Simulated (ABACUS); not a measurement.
A self-consistent single point of SiNi2 (P6_3/mmc, 6 atoms in the cell; from Materials Project mp-507).

```
CELL_PARAMETERS angstrom
      3.87261     0.00000     0.00000
     -1.93630     3.35378     0.00000
      0.00000     0.00000     4.91621
ATOMIC_POSITIONS crystal
  Si 0.66667 0.33333 0.25000
  Si 0.33333 0.66667 0.75000
  Ni 0.33333 0.66667 0.25000
  Ni 0.66667 0.33333 0.75000
  Ni 0.00000 0.00000 0.50000
  Ni 0.00000 0.00000 0.00000
```

All values come from this method and carry its errors: ABACUS with PBEsol, numerical atomic orbitals TZP (confined pseudo-atomic orbitals; energy shift 0.003 Ry), PseudoDojo 0.4 standard norm-conserving PBEsol (tails mended) pseudopotentials.

ABACUS settings:

```
key                                                                      value
---------------  -------------------------------------------------------------
basis                     TZP numerical atomic orbitals, energy shift 0.003 Ry
KPT                                                             MP 7 7 5 0 0 0
basis_type                                                                lcao
ecutwfc                                                                 100 Ry
smearing_method                                                             mv
smearing_sigma                                                   0.00734986 Ry
potentials       PseudoDojo 0.4 standard norm-conserving PBEsol (tails mended)
symmetry                                                                     1
symmetry_prec                                                            1e-05
ks_solver                                                              genelpa
scf_nmax                                                                   100
scf_thr                                                                1.0e-07
mixing_type                                                            broyden
mixing_beta                                                                0.4
```

Results:

```
Quantity                                                   Value
------------------------------------------------  --------------
Number of valence electrons                                   80
Number of bands                                               50
Number of k-points after the program's reduction              24
Size of the basis                                            134
Number of SCF iterations                                      11
Free energy E − TS                                -18480.1908 eV
Fermi level (on the code's own zero)                    17.94 eV
Pressure                                               -0.71 GPa
```

Stress (GPa, positive for compression):
```
-0.35   0.00   0.00
 0.00  -0.35   0.00
 0.00   0.00  -1.42
```

The atom-centred basis is finite, which shifts total energies and pressures against plane waves. The run has no spin polarisation, so moments on Ni cannot form. The structure comes from a collection of computed structures, made at another level of theory; the collection holds predicted forms beside known ones. No clean gap shows at this smearing width and mesh (spacing up to 0.27 Å⁻¹); the mesh is coarse for partly filled bands, so the values carry mesh errors.

Cost on one core: around 70 core-seconds (rough).

The atomic orbitals were generated for these runs; they are not ABACUS's published sets and were checked against plane waves on a few crystals only.

“Tails mended”: in these copies of the files the far tail of each local potential was reset to the Coulomb form.
